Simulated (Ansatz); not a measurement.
Input file for Ansatz (an electronic-structure program):

Ansatz 0.2 input:
```yaml
crystal:
  lattice:
    - [0.0, 2.5812830116, 2.5812830116]
    - [2.5812830116, 0.0, 2.5812830116]
    - [2.5812830116, 2.5812830116, 0.0]
  atoms:
    - { symbol: K, position: [0.0, 0.0, 0.0] }
    - { symbol: F, position: [0.5, 0.5, 0.5] }
kpoints:
  mp_grid: { grid: [9, 9, 9] }
hamiltonian:
  xc: lda
  pseudopotentials: { kind: paw }
scf:
  occupations: { method: fixed }
elastic: { mode: relaxed_ion, stencil: two_point, amplitude: 0.005, f_tol: 0.0005 }
```

Output (shortened):

```
Pseudopotential: K, paw, valence charge 9
Pseudopotential: F, paw, valence charge 7
Functional definition: SPW92
Crystal: 2 atoms, lattice volume = 34.398 Å³
Basis set: ecut = 420 eV, 645 PW (Γ)
Bands: 12, of which v1, the nominal top of the filled ones, is band 8 counted from 1 (7 counted from 0)
Symmetry: 48 space group operations
Space group: Fm-3m (ITA 225), of the structure as read, at distance tolerance 3.3e-5 Å
k-points: 35 of 729
SCF iter   1: F=—  HF=-2292.800367 eV  |F-HF|=—  |Δ(HF+E_count)|=         —  Δρ=1.62e-2  dr2=6.73e-2  ethr=1.77e-3  ⟨swp⟩=4.1  Hψ=2276  notcnv=0  defer=60
preconditioner: auto → none
SCF iter   2: F=—  HF=-2292.784825 eV  |F-HF|=—  |Δ(HF+E_count)|=   1.55e-2  Δρ=1.04e-2  dr2=1.94e-2  ethr=4.21e-4  ⟨swp⟩=2.0  Hψ=1012  notcnv=0  defer=65
SCF iter   3: F=—  HF=-2292.779139 eV  |F-HF|=—  |Δ(HF+E_count)|=   5.69e-3  Δρ=2.29e-3  dr2=9.07e-4  ethr=1.21e-4  ⟨swp⟩=2.0  Hψ=721  notcnv=0  defer=68
SCF iter   4: F=—  HF=-2292.778829 eV  |F-HF|=—  |Δ(HF+E_count)|=   3.10e-4  Δρ=4.54e-4  dr2=2.21e-5  ethr=5.67e-6  ⟨swp⟩=3.0  Hψ=718  notcnv=0  defer=68
SCF iter   5: F=—  HF=-2292.778821 eV  |F-HF|=—  |Δ(HF+E_count)|=   8.31e-6  Δρ=3.32e-5  dr2=2.24e-7  ethr=1.38e-7  ⟨swp⟩=2.0  Hψ=543  notcnv=0
SCF iter   6: F=—  HF=-2292.778820 eV  |F-HF|=—  |Δ(HF+E_count)|=   5.30e-7  Δρ=9.68e-6  dr2=1.95e-8  ethr=1.40e-9  ⟨swp⟩=2.1  Hψ=698  notcnv=0
SCF iter   7: F=—  HF=-2292.778820 eV  |F-HF|=—  |Δ(HF+E_count)|=   5.14e-9  Δρ=1.50e-6  dr2=5.12e-10  ethr=1.22e-10  ⟨swp⟩=2.0  Hψ=522  notcnv=0
SCF iter   8: F=—  HF=-2292.778820 eV  |F-HF|=—  |Δ(HF+E_count)|=  1.47e-10  Δρ=1.60e-7  dr2=5.10e-12  ethr=3.20e-12  ⟨swp⟩=2.0  Hψ=525  notcnv=0
SCF iter   9: F=-2292.778820 eV  HF=-2292.778820 eV  |F-HF|=4.55e-13  |Δ(HF+E_count)|=  9.09e-13  Δρ=9.32e-9  dr2=1.48e-14  ethr=1.00e-12  ⟨swp⟩=3.9  Hψ=2256  notcnv=0
SCF 1 converged in 9 iterations: F = -2292.778820 eV  dr2 = 1.48e-14
Crystal: 2 atoms, lattice volume = 34.226 Å³
Symmetry: 16 space group operations
k-points: 75 of 729
iter 1 solved again at ethr=4.38e-7 eV; its pass at ethr=3.10e-3 eV (dr2=7.00e-5 eV) is discarded
SCF iter   1: F=—  HF=-2292.778557 eV  |F-HF|=—  |Δ(HF+E_count)|=         —  Δρ=4.44e-4  dr2=7.56e-5  ethr=4.38e-7  ⟨swp⟩=2.2  Hψ=5586  notcnv=0  defer=130
preconditioner: auto → none
SCF iter   2: F=—  HF=-2292.778539 eV  |F-HF|=—  |Δ(HF+E_count)|=   1.83e-5  Δρ=4.09e-4  dr2=2.70e-5  ethr=4.38e-7  ⟨swp⟩=2.0  Hψ=1493  notcnv=0  defer=131
SCF iter   3: F=—  HF=-2292.778533 eV  |F-HF|=—  |Δ(HF+E_count)|=   6.55e-6  Δρ=9.71e-5  dr2=2.01e-6  ethr=1.69e-7  ⟨swp⟩=2.0  Hψ=1329  notcnv=0
SCF iter   4: F=—  HF=-2292.778532 eV  |F-HF|=—  |Δ(HF+E_count)|=   6.84e-7  Δρ=2.21e-5  dr2=6.25e-8  ethr=1.25e-8  ⟨swp⟩=2.0  Hψ=1455  notcnv=0
SCF iter   5: F=—  HF=-2292.778532 eV  |F-HF|=—  |Δ(HF+E_count)|=   3.72e-9  Δρ=3.50e-6  dr2=1.22e-9  ethr=3.91e-10  ⟨swp⟩=2.0  Hψ=1473  notcnv=0
SCF iter   6: F=—  HF=-2292.778532 eV  |F-HF|=—  |Δ(HF+E_count)|=  7.15e-10  Δρ=1.27e-7  dr2=1.85e-12  ethr=7.62e-12  ⟨swp⟩=1.3  Hψ=1053  notcnv=0
SCF iter   7: F=-2292.778532 eV  HF=-2292.778532 eV  |F-HF|=9.09e-13  |Δ(HF+E_count)|=  1.36e-12  Δρ=1.31e-8  dr2=2.66e-14  ethr=1.00e-12  ⟨swp⟩=4.1  Hψ=2978  notcnv=0
SCF 2 converged in 7 iterations: F = -2292.778532 eV  dr2 = 2.66e-14
Crystal: 2 atoms, lattice volume = 34.570 Å³
iter 1 solved again at ethr=1.01e-10 eV; its pass at ethr=3.10e-3 eV (dr2=1.62e-8 eV) is discarded
SCF iter   1: F=—  HF=-2292.778522 eV  |F-HF|=—  |Δ(HF+E_count)|=         —  Δρ=3.02e-5  dr2=2.29e-8  ethr=1.01e-10  ⟨swp⟩=3.0  Hψ=5633  notcnv=0  defer=83
preconditioner: auto → none
SCF iter   2: F=—  HF=-2292.778523 eV  |F-HF|=—  |Δ(HF+E_count)|=   2.63e-7  Δρ=1.52e-5  dr2=4.71e-9  ethr=1.01e-10  ⟨swp⟩=2.0  Hψ=1425  notcnv=0  defer=83
SCF iter   3: F=—  HF=-2292.778523 eV  |F-HF|=—  |Δ(HF+E_count)|=   6.79e-8  Δρ=7.42e-6  dr2=2.15e-9  ethr=2.95e-11  ⟨swp⟩=2.0  Hψ=1425  notcnv=0  defer=83
SCF iter   4: F=—  HF=-2292.778523 eV  |F-HF|=—  |Δ(HF+E_count)|=   1.93e-8  Δρ=1.23e-6  dr2=1.90e-11  ethr=1.34e-11  ⟨swp⟩=2.0  Hψ=1119  notcnv=0  defer=83
SCF iter   5: F=—  HF=-2292.778523 eV  |F-HF|=—  |Δ(HF+E_count)|=  6.42e-10  Δρ=1.31e-7  dr2=4.43e-13  ethr=1.19e-13 (applied; sched 1.00e-12)  ⟨swp⟩=2.0  Hψ=1500  notcnv=0  defer=83
SCF iter   6: F=-2292.778523 eV  HF=-2292.778523 eV  |F-HF|=0.00e0  |Δ(HF+E_count)|=  6.37e-12  Δρ=3.01e-9  dr2=1.71e-15  ethr=1.00e-12  ⟨swp⟩=3.2  Hψ=2415  notcnv=0
SCF 3 converged in 6 iterations: F = -2292.778523 eV  dr2 = 1.71e-15
Crystal: 2 atoms, lattice volume = 34.398 Å³
Symmetry: 8 space group operations
k-points: 125 of 729
iter 1 solved again at ethr=1.02e-7 eV; its pass at ethr=3.10e-3 eV (dr2=1.63e-5 eV) is discarded
SCF iter   1: F=—  HF=-2292.778727 eV  |F-HF|=—  |Δ(HF+E_count)|=         —  Δρ=2.20e-4  dr2=7.22e-6  ethr=1.02e-7  ⟨swp⟩=3.5  Hψ=9777  notcnv=0  defer=247
preconditioner: auto → none
SCF iter   2: F=—  HF=-2292.778725 eV  |F-HF|=—  |Δ(HF+E_count)|=   2.07e-6  Δρ=9.99e-5  dr2=1.37e-6  ethr=4.52e-8  ⟨swp⟩=1.0  Hψ=1500  notcnv=0  defer=118
SCF iter   3: F=—  HF=-2292.778725 eV  |F-HF|=—  |Δ(HF+E_count)|=   1.88e-7  Δρ=1.14e-5  dr2=2.36e-8  ethr=8.59e-9  ⟨swp⟩=2.0  Hψ=2484  notcnv=0  defer=1
SCF iter   4: F=—  HF=-2292.778725 eV  |F-HF|=—  |Δ(HF+E_count)|=   1.26e-9  Δρ=7.78e-6  dr2=1.24e-8  ethr=1.47e-10  ⟨swp⟩=2.0  Hψ=2375  notcnv=0  defer=1
SCF iter   5: F=—  HF=-2292.778725 eV  |F-HF|=—  |Δ(HF+E_count)|=   2.79e-9  Δρ=1.64e-6  dr2=5.32e-10  ethr=7.76e-11  ⟨swp⟩=2.0  Hψ=1863  notcnv=0  defer=1
SCF iter   6: F=—  HF=-2292.778725 eV  |F-HF|=—  |Δ(HF+E_count)|=  9.82e-11  Δρ=2.09e-7  dr2=8.47e-12  ethr=3.32e-12  ⟨swp⟩=2.0  Hψ=1873  notcnv=0  defer=1
SCF iter   7: F=-2292.778725 eV  HF=-2292.778725 eV  |F-HF|=4.55e-13  |Δ(HF+E_count)|=  4.55e-13  Δρ=2.40e-8  dr2=9.59e-14  ethr=1.00e-12  ⟨swp⟩=3.0  Hψ=5743  notcnv=0
SCF 4 converged in 7 iterations: F = -2292.778725 eV  dr2 = 9.59e-14
Crystal: 2 atoms, lattice volume = 34.398 Å³
iter 1 solved again at ethr=8.12e-11 eV; its pass at ethr=3.10e-3 eV (dr2=1.30e-8 eV) is discarded
SCF iter   1: F=—  HF=-2292.778725 eV  |F-HF|=—  |Δ(HF+E_count)|=         —  Δρ=1.44e-5  dr2=9.34e-9  ethr=8.12e-11  ⟨swp⟩=2.8  Hψ=9225  notcnv=0  defer=138
preconditioner: auto → none
SCF iter   2: F=—  HF=-2292.778725 eV  |F-HF|=—  |Δ(HF+E_count)|=   2.46e-8  Δρ=6.77e-6  dr2=4.11e-9  ethr=5.84e-11  ⟨swp⟩=2.0  Hψ=2375  notcnv=0  defer=138
SCF iter   3: F=—  HF=-2292.778725 eV  |F-HF|=—  |Δ(HF+E_count)|=   5.32e-9  Δρ=3.89e-6  dr2=6.53e-10  ethr=2.57e-11  ⟨swp⟩=2.0  Hψ=1875  notcnv=0  defer=138
SCF iter   4: F=—  HF=-2292.778725 eV  |F-HF|=—  |Δ(HF+E_count)|=   2.51e-9  Δρ=1.14e-6  dr2=4.67e-11  ethr=4.08e-12  ⟨swp⟩=2.0  Hψ=1872  notcnv=0  defer=138
SCF iter   5: F=—  HF=-2292.778725 eV  |F-HF|=—  |Δ(HF+E_count)|=  2.75e-10  Δρ=1.80e-7  dr2=1.22e-12  ethr=2.92e-13 (applied; sched 1.00e-12)  ⟨swp⟩=2.0  Hψ=1875  notcnv=0  defer=138
SCF iter   6: F=-2292.778725 eV  HF=-2292.778725 eV  |F-HF|=0.00e0  |Δ(HF+E_count)|=  8.19e-12  Δρ=1.28e-8  dr2=7.88e-15  ethr=1.00e-12  ⟨swp⟩=2.2  Hψ=5427  notcnv=0
SCF 5 converged in 6 iterations: F = -2292.778725 eV  dr2 = 7.88e-15
SCF converged after 9 iterations
Free energy (F): -2292.778820 eV
Harris-Foulkes:  -2292.778820 eV  (|F-HF|=4.55e-13)
Internal energy: -2292.778820 eV  (E = F + TS)
E sigma→0 (E₀):  -2292.778820 eV
Fermi energy:    1.775676 eV
--- Per-component energies (eV) ---
  E_band       = -115.010058
  E_kinetic    = 460.906251
  E_local      = -1056.714217  (includes V_loc(G=0)·N_el)
  E_nonlocal   = 91.157673
  E_hartree    = 376.670134
  E_xc         = -212.317279
  E_vxc        = -266.261988  (∫ρ·V_xc dr)
  E_paw        = -930.125008  (= ΣΔE_a)
  E_vpaw       = -97.440032  (= ΣTr[D̂ρ^β])
  E_aug_tail   = 0.001989  (compensation charges beyond the density's cutoff)
  E_ewald      = -1022.729115
  E_core_change = 0.370752  (= ΣΔE_core)
  E_smearing   =  0.000000  (= −TS)
  E_closure    = 0.000000  (closes the sum)
  Σ components = -2292.778820   (vs F -2292.778820, Δ=0.00e0)
  [band-id]    e_kinetic+e_local+e_nonlocal+2·e_hartree+e_vxc+e_vpaw+e_augmentation_tail = -115.010055   (vs E_band -115.010058, Δ=3.36e-6)
--- Forces (eV/Å), atoms counted from 1 ---
  atom   1  K      0.00000000     0.00000000     0.00000000
  atom   2  F      0.00000000     0.00000000     0.00000000
  max |Σ_I F_I| component: 0.0 eV/Å
--- Stress (GPa, compression-positive) ---
       -0.010348       0.000000       0.000000
        0.000000      -0.010348       0.000000
        0.000000       0.000000      -0.010348
  P = ⅓ Tr σ = -0.0103 GPa (-0.103 kbar)
--- Band table (eV; the first three rows and the last of 35) ---
  k-point 0: bands = ["-23.6400", "-16.5129", "-6.9759", "-6.9759", "-6.9759", "1.7757", "1.7757", "1.7757", "8.1419", "12.5716", "12.5716", "12.5716"]
  k-point 1: bands = ["-23.6209", "-16.5328", "-7.0182", "-6.9812", "-6.9812", "1.6345", "1.7181", "1.7181", "8.5267", "12.3335", "12.7606", "12.7606"]
  k-point 2: bands = ["-23.5717", "-16.5839", "-7.1244", "-6.9943", "-6.9943", "1.3203", "1.5769", "1.5769", "9.4996", "11.9792", "13.2578", "13.2578"]
  k-point 34: bands = ["-23.4354", "-16.6168", "-7.5657", "-7.4991", "-7.0844", "1.2604", "1.6020", "1.6658", "11.2679", "11.8717", "13.4677", "15.7822"]
--- Elastic constants: 2 strain directions × 2 members + reference (group order 48) ---
  dense FFT box of the reference and of every strained cell: 25×25×25
  strains applied: 11, 23; error gains: componentwise 1.00 (the most a stress slope's error grows in a printed constant), spectral 1.73 (1 for all six strains …
  C = ∂σ_k/∂η_j (tension-positive GPa; Voigt order 11 22 33 23 13 12):
        96.268     17.372     17.372      0.000      0.000      0.000
        17.372     96.268     17.372      0.000      0.000      0.000
        17.372     17.372     96.268      0.000      0.000      0.000
         0.000      0.000      0.000     13.557      0.000      0.000
         0.000      0.000      0.000      0.000     13.557      0.000
         0.000      0.000      0.000      0.000      0.000     13.557
  reference stress σ⁰ (GPa):      0.010      0.010      0.010      0.000      0.000      0.000
  C* (energy form; C + prestress term) asymmetry max|C*_kj − C*_jk| = 1.066e-14 GPa — a small one proves nothing (zero by symmetry where the batch's group is …
  moduli (Voigt/Reuss/Hill, GPa): K = 43.67/43.67/43.67   G = 23.91/18.38/21.15   E = 54.63   ν = 0.292
  mechanically stable: yes (min eigenvalue of sym C = 13.56 GPa)
  where every solve meets its electron count the energy-path curvature estimates C_jj along a normal strain and C_jj − ¼(σ⁰_aa + σ⁰_bb) along a shear (ab), of …
  strain η (Voigt 11):  stress-route row diagonal C_11 = 96.27 GPa, energy-path curvature d²(F+E_count+ΔE)/dδ²/Ω₀ = 96.49 GPa
         δ    σ_11 (GPa)             F (eV)   n_scf  n_hpsi   n_pw
    -5.000e-3      -0.4876       -2292.7785318       7   16277    680   relax 0 steps, max|allowed force component| 0.0 eV/Å
     5.000e-3       0.4751       -2292.7785228       6   14425    688   relax 0 steps, max|allowed force component| 0.0 eV/Å
  strain η (Voigt 23):  stress-route row diagonal C_44 = 13.56 GPa, energy-path curvature d²(F+E_count+ΔE)/dδ²/Ω₀ = 13.75 GPa
         δ    σ_23 (GPa)             F (eV)   n_scf  n_hpsi   n_pw
    -5.000e-3      -0.0678       -2292.7787252       7   27129    684   relax 0 steps, max|allowed force component| 0.0 eV/Å
     5.000e-3       0.0678       -2292.7787252       6   24165    684   relax 0 steps, max|allowed force component| 0.0 eV/Å
```

Cost: about 9 core-seconds (a rough figure) on shared cores.

The LDA relaxation kept the symmetry of its start; phonons on a q-mesh show no instability.

Potentials: the later of the program's two PAW sets.

Ansatz is a plane-wave DFT program.
